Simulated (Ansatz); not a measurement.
TePt:
```xyz
4
Lattice="3.6010 0.0000 0.0000 0.0000 3.4937 0.0000 0.0000 0.0000 7.2360" Properties=species:S:1:pos:R:3 pbc="T T T"
Pt     0.9003     0.0000     6.1954
Pt     2.7008     0.0000     1.0406
Te     0.9003     1.7469     2.0171
Te     2.7008     1.7469     5.2190
```

Relaxed with PBEsol. Special points in fractions of this cell's reciprocal vectors: Γ (0.000, 0.000, 0.000); X (0.500, 0.000, 0.000); S (0.500, 0.500, 0.000); Y (0.000, 0.500, 0.000); Z (0.000, 0.000, 0.500); U (0.500, 0.000, 0.500); R (0.500, 0.500, 0.500); T (0.000, 0.500, 0.500).

Problem. List the band energies nearest the Fermi level at these points for the program Ansatz at the PBEsol level (PAW).

Solution. In eV from the Fermi level; about four levels below and three above (degenerate sets whole), none deeper than 8.9 eV; points with the same levels are listed once.

```csv
k,below,above
Γ,-2.79 -2.37 -1.05 -0.51,0.66 1.54 1.61
X,-2.46 -2.46 -1.46 -1.46,2.90 2.90 3.62 3.62
S,-1.54 -1.54 -1.52 -1.52,0.40 0.40 1.15 1.15
Y,-1.73 -1.73 -0.57 -0.33,2.25 3.25 5.24
Z,-2.35 -0.81 -0.67 -0.22,1.21 1.22 3.31
U,-2.46 -2.46 -1.67 -1.67,2.44 2.44 2.87 2.87
R,-1.56 -1.56 -1.21 -1.21,0.00 0.00 1.43 1.43
T,-1.75 -1.73 -1.67 -0.67,0.22 2.47 3.03
```

Space group Pmma. The start of the workflow was typed in or built on a structure type; neither database checked (COD, Materials Project) lists it. COD files the formula under space group No. 166, 194. Its standing as an ambient phase is unchecked. The PBEsol relaxation kept the symmetry of its start; whether a distortion lowers the energy is not shown. The run is not spin-polarised. The volume moved by 16 % from the start of the relaxation. Scalar-relativistic: spin–orbit coupling is off unless named, which matters more the heavier the elements.

Potentials: the later of the program's two PAW sets.
